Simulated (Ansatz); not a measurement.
The start is a relaxed Zr cell, doubled along one cell vector, shaken by Gaussian noise of σ = 0.08 Å a coordinate. The structure is fully relaxed (lattice and positions, P = 0) with PBEsol (plane waves to 420 eV, PAW, scalar-relativistic; Ansatz, a quantum-chemistry and plane-wave program). The first steps use a coarse 6×12×12 k-mesh.

The start:
```
Zr
1.0
    3.17565     1.83346    15.42913
   -1.58782     0.91673     7.71456
    0.00000    -1.83346     7.71456
Zr
6
Cartesian
  0.04157  -0.05743   0.02127
  1.62104   0.86120   7.63673
 -0.24119   0.04101   5.17349
  1.69390   1.17348  12.80926
  0.06749   0.07644  17.92953
  1.65864   0.92060  25.76551
```

Question: Which atoms feel the largest initial force, and how large is it?

Answer: 2.15 eV/Å, on Zr3 (atoms numbered as listed).

Question: How much energy is released per atom?

Answer: 0.07 eV/atom.

Question: How do the shortest distances between atoms change?

Answer: The closest pairs of elements (up to four, under 3.6 Å), start → end: Zr–Zr 2.82 → 3.15 Å.

Question: Is the relaxed structure metallic? Give its gap.

Answer: No gap (metallic).

Relaxed structure:

Space group R-3m, hexagonal axes (No. 166); a = b = 3.1746 Å, c = 23.1430 Å, α = β = 90.00°, γ = 120.00°

```tsv
atom	site	symmetry	x	y	z
Zr	3a	-3m	0.0000	0.0000	0.0000
Zr	6c	3m	0.0000	0.0000	0.2228
```
(The calculation used a cell of 3 atoms; values per cell refer to that cell.)

Final values are on a 17×17×6 k-mesh of the relaxed cell. No spin polarisation in the result.

The relaxed structure here is a generated cell of Zr: the first start was made by placing the elements on the sites of a structure type, and the end was not matched to a known phase here, so it may be hypothetical. Known forms of Zr include space group No. 194.
